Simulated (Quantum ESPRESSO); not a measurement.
# Zr2NbF3O5: convergence and cost over cutoff and k mesh

A calculation, not a measurement. The program is pw.x of Quantum ESPRESSO 7.5 (plane-wave density functional theory). The cell is made up: 11 atoms on a fluorite lattice with one site empty, with randomly drawn elements, strain and displacements, not relaxed. PseudoDojo standard norm-conserving files (v0.5 for PBE, v0.4.1 for LDA and PBEsol) set the functional; there is no spin polarisation, spin-orbit coupling or dispersion term, and the masses in the input are unused placeholders.

Input of the run in row 4:

```
&control calculation='scf', pseudo_dir='./dojo.nc.sr.pbe.v0_5.standard.upf', outdir='./o', disk_io='low', tprnfor=.true., tstress=.true. /
&system ibrav=0, nat=11, ntyp=4, nbnd=50, ecutwfc=84.00895049, nosym=.true., tot_charge=0,
 occupations='smearing', smearing='fd', degauss=0.0018374661
/
&electrons conv_thr=7.350e-09, electron_maxstep=60, /
ATOMIC_SPECIES
F 1.0 F.upf
Nb 1.0 Nb.upf
O 1.0 O.upf
Zr 1.0 Zr.upf
CELL_PARAMETERS angstrom
5.1641 -0.0689 0.0852
-0.0689 5.139 0.0071
0.0852 0.0071 5.12
ATOMIC_POSITIONS angstrom
Zr -0.0169 -0.0401 -0.0157
Nb -0.0374 2.5595 2.5166
Zr 2.4721 2.5379 -0.0032
F 1.3417 1.3037 1.3041
F 1.2972 1.3218 3.8301
O 1.2253 3.8849 1.2662
O 1.3387 3.8583 3.832
O 3.8172 1.3252 1.2685
O 3.9295 1.1789 3.9243
O 3.7841 3.8495 1.3452
F 3.8385 3.8278 3.9169
K_POINTS automatic
4 4 4 1 1 1
```

The same cell was run at these settings. Meshes are shifted by half a step, and differences are from the last row, which is itself not exact.

| cutoff (eV) | k mesh | k points solved | threshold (eV) | free energy less the last row's (eV) | pressure (GPa) | largest stress difference (GPa) | largest force difference (eV/Å) | iterations | wall time (s) | k-point pools | processor |
| --- | --- | --- | --- | --- | --- | --- | --- | --- | --- | --- | --- |
| 800 | 2 x 2 x 2 | 4 | 1e-04 | 1.403 | -26.90 | 14.34 | 0.103 | 14 | 17 | 4 | Intel Xeon, 2023 or later |
| 1143 | 2 x 2 x 2 | 4 | 1e-07 | -0.206 | -13.11 | 0.53 | 0.105 | 19 | 30 | 4 | Intel Xeon, 2023 or later |
| 643 | 4 x 4 x 4 | 32 | 1e-07 | 10.725 | -69.79 | 57.27 | 0.071 | 19 | 60 | 4 | Intel Xeon, 2023 or later |
| 1143 | 4 x 4 x 4 | 32 | 1e-07 | -0.001 | -12.74 | 0.06 | 0.008 | 19 | 131 | 4 | Intel Xeon, 2023 or later |
| 1467 | 6 x 6 x 6 | 108 | 1e-07 | 0.000 | -12.71 | 0.00 | 0.000 | 18 | 603 | 4 | Intel Xeon, 2023 or later |

Each pool is one process. Wall times include start-up and a band step at six k points, which weighs most on the coarsest meshes. The runs were on shared virtual cores whose load varied, so times are rough.